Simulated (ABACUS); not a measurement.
Consider a self-consistent single point of SnO (Pmmn, 4 atoms in the cell; from Materials Project mp-2097, changed as shown).

```
SnO
1.0
    3.81370     0.00000     0.00000
    0.00000     3.85184     0.00000
    0.00000     0.00000     4.88691
Sn O
2 2
Direct
  0.00000   0.50000   0.23537
  0.50000   0.00000   0.76463
  0.50000   0.50000   0.00000
  0.00000   0.00000   0.00000
```

Level of theory: PBEsol, PseudoDojo 0.4 standard norm-conserving PBEsol (tails mended) pseudopotentials (plane waves; ABACUS).

ABACUS settings:

* **KPT**: Gamma 6 6 5 0 0 0
* **basis_type**: pw
* **dft_functional**: PBESOL
* **ecutwfc**: 84 Ry
* **smearing_method**: fd
* **smearing_sigma**: 0.00146997 Ry
* **potentials**: PseudoDojo 0.4 standard norm-conserving PBEsol (tails mended)
* **symmetry**: 1
* **ks_solver**: cg
* **scf_nmax**: 100
* **scf_thr**: 1.0e-09 Ry
* **mixing_type**: broyden

Results:

- Number of valence electrons: 40
- Number of bands: 30
- Number of k-points after the program's reduction: 48
- Number of plane waves (most at a k-point): 6326
- Number of SCF iterations: 12
- FFT grid: 45 × 45 × 54
- Free energy E − TS: -5178.8421 eV
- Pressure: -1.54 GPa
- Largest force (vector length): 0.062 eV/Å

Forces (eV/Å):
```csv
atom,Fx,Fy,Fz
Sn1,0.000,0.000,-0.045
Sn2,0.000,0.000,0.045
O3,0.000,0.000,-0.062
O4,0.000,0.000,0.062
```

Stress (GPa, positive for compression):
```
-1.33   0.00   0.00
 0.00  -1.96   0.00
 0.00   0.00  -1.32
```

For comparison: a first run was changed to give this one (lattice vector b scaled by 1.01), and from it to this one the free energy goes up by 1.3 meV/atom, the pressure goes from -0.57 to -1.54 GPa and the largest force moves little (0.065 to 0.062 eV/Å).

The structure comes from a collection of computed structures, made at another level of theory; the collection holds predicted forms beside known ones.

Cost on one core: around 7 core-minutes (rough).

“Tails mended”: in these copies of the files the far tail of each local potential was reset to the Coulomb form.
